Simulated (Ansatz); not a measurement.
BAs:
```
CELL_PARAMETERS angstrom
      3.42907     0.00000     0.00000
     -1.71454     2.96966     0.00000
      0.00000     0.00000     7.40285
ATOMIC_POSITIONS crystal
  B  0.50000 0.00000 0.50000
  B  0.00000 0.50000 0.16667
  B  0.50000 0.50000 0.83333
  As 0.50000 0.00000 0.00000
  As 0.00000 0.50000 0.66667
  As 0.50000 0.50000 0.33333
```

Tensor components refer to the Cartesian frame of this cell.

Task: Give the proper piezoelectric stress tensor with relaxed ions from PBEsol (plane waves, PAW; program Ansatz).

Result: In C/m², rows x, y, z, Voigt columns; mesh uncertainty up to 0.01.
```
 0.00   0.00   0.00  -0.44   0.00   0.00
 0.00   0.00   0.00   0.00   0.44   0.00
 0.00   0.00   0.00   0.00   0.00   0.00
```

The elastic tensor of the same run (GPa):

```csv
,1,2,3,4,5,6
1,335,39.9,65.7,0.0,0.0,0.0
2,39.9,335,65.7,0.0,0.0,0.0
3,65.7,65.7,313,0.0,0.0,0.0
4,0.0,0.0,0.0,169,0.0,0.0
5,0.0,0.0,0.0,0.0,169,0.0
6,0.0,0.0,0.0,0.0,0.0,148
```

Task: Convert to strain constants d = e·S.

Result: In pC/N:
```
 0.0   0.0   0.0  -2.6   0.0   0.0
 0.0   0.0   0.0   0.0   2.6   0.0
 0.0   0.0   0.0   0.0   0.0   0.0
```

Space group P6_222. The cell is a constructed one: a structure type filled with these elements; neither database checked (COD, Materials Project) lists it. It is not the phase usual at ambient conditions (space group No. 216). The cell was relaxed with PBEsol under the symmetry of its start; its stability against distortions is not shown here.

Potentials: the later of the program's two PAW sets.
